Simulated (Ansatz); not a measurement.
# From three elastic constants to directional properties of ZrOs

All numbers below come from DFT LDA, scalar-relativistic, plane waves, PAW in Ansatz 0.2.0. Settings: 420 eV plane-wave cutoff, Γ-centred 14×14×14 mesh, Fermi-Dirac smearing of 0.15 eV. No spin polarisation.

The cell, relaxed at this level:
```cif
data_structure
_symmetry_space_group_name_H-M 'P 1'
_symmetry_Int_Tables_number 1
_cell_length_a 3.2260
_cell_length_b 3.2260
_cell_length_c 3.2260
_cell_angle_alpha 90.000
_cell_angle_beta 90.000
_cell_angle_gamma 90.000
_cell_volume 33.57
loop_
_atom_site_label
_atom_site_type_symbol
_atom_site_fract_x
_atom_site_fract_y
_atom_site_fract_z
_atom_site_occupancy
Zr1 Zr 0.50000 0.50000 0.50000 1
Os1 Os 0.00000 0.00000 0.00000 1
```

In a metal, frequencies and elastic constants depend on the k mesh and the smearing, soft modes and shear constants most. Spin–orbit coupling is left out, which can shift energies with elements as heavy as these.

With ions relaxed, on the cubic axes: C11 = 400.0, C12 = 153.3, C44 = 95.9 GPa. The density is 13.920 g/cm³.

Question: Is the crystal stable against strain, and how anisotropic is it?

Answer: Born's conditions hold: C11 + 2C12 = 706.6, C11 − C12 = 246.7 and C44 = 95.9 GPa are all positive. B = (C11 + 2C12)/3 = 235.5 GPa. The two shear moduli are C44 and C′ = (C11 − C12)/2 = 123.4 GPa, so Zener's ratio is A = C44/C′ = 0.78: the shear C44 is the soft one, as in NaCl, KCl, the halide perovskites and the bcc metals V, Nb, Cr and Mo. The Cauchy pressure C12 − C44 is 57.4 GPa; it would vanish for pair forces between atoms on inversion centres at zero pressure, and a positive value is usual with metallic or many-body binding.

Question: Give the sound speeds along the three symmetry directions.

Answer: The Christoffel equation gives ρv² for each branch:
```tsv
direction	branch	ρv²	GPa	v (m/s)
[100]	L	C11	400.0	5361
[100]	T (×2)	C44	95.9	2625
[110]	L	(C11 + C12 + 2C44)/2	372.6	5174
[110]	T, u ∥ [001]	C44	95.9	2625
[110]	T, u ∥ [1-10]	(C11 − C12)/2	123.4	2977
[111]	L	(C11 + 2C12 + 4C44)/3	363.4	5110
[111]	T (×2)	(C11 − C12 + C44)/3	114.2	2864
```

Question: How does Young's modulus depend on direction?

Answer: Inverting gives S11 = 3.174, S12 = -0.879, S44 = 10.425 TPa⁻¹. Along a unit vector (l, m, n), 1/E = S11 − 2(S11 − S12 − S44/2)(l²m² + m²n² + n²l²), where the last bracket is 0, 1/4 and 1/3 for [100], [110] and [111]: E = 315, 266 and 253 GPa. With A < 1 the cube edge is stiffest. For a film on (001), the biaxial modulus is C11 + C12 − 2C12²/C11 = 436 GPa and the normal strain is −2C12/C11 = -0.77 times the in-plane one.